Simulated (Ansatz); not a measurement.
Given:

ScBi:
```cif
data_BiSc
_chemical_formula_sum 'Sc1 Bi1'
_space_group_name_H-M_alt 'P 1'
_space_group_IT_number 1
_cell_length_a 4.15383
_cell_length_b 4.15383
_cell_length_c 4.15383
_cell_angle_alpha 60.000
_cell_angle_beta 60.000
_cell_angle_gamma 60.000
loop_
_space_group_symop_operation_xyz
  'x, y, z'
loop_
_atom_site_label
_atom_site_type_symbol
_atom_site_fract_x
_atom_site_fract_y
_atom_site_fract_z
_atom_site_occupancy
Sc1 Sc 0.50000 0.50000 0.50000 1
Bi1 Bi 0.00000 0.00000 0.00000 1
```

This is the LDA-relaxed structure.

Q: All from plane-wave PAW LDA (Ansatz code), unless another level is named. Give the formation energy from the elements (no fitted shifts).

A: -0.78 eV/atom.

Q: Next, the density of states at the Fermi level?

A: 0.19 states/eV per atom (mean over ±0.08 eV).

Space group Fm-3m (rock salt). The first step of the workflow began from a Materials Project structure, measured or hypothetical; the Crystallography Open Database copy checked does not list it. With Sc and Bi taken as one species the cell has the higher symmetry Pm-3m, so it may be an ordered model of a mixed-site phase. Whether it is the stable phase at ambient conditions was not checked. The cell was relaxed with LDA under the symmetry of its start; of distortions, only those at the zone centre were tested. The run is not spin-polarised. The references are the lowest solids computed at this level, not always the standard phases. Scalar-relativistic: spin–orbit coupling is off unless named, which matters more the heavier the elements.

Potentials: the later of the program's two PAW sets.
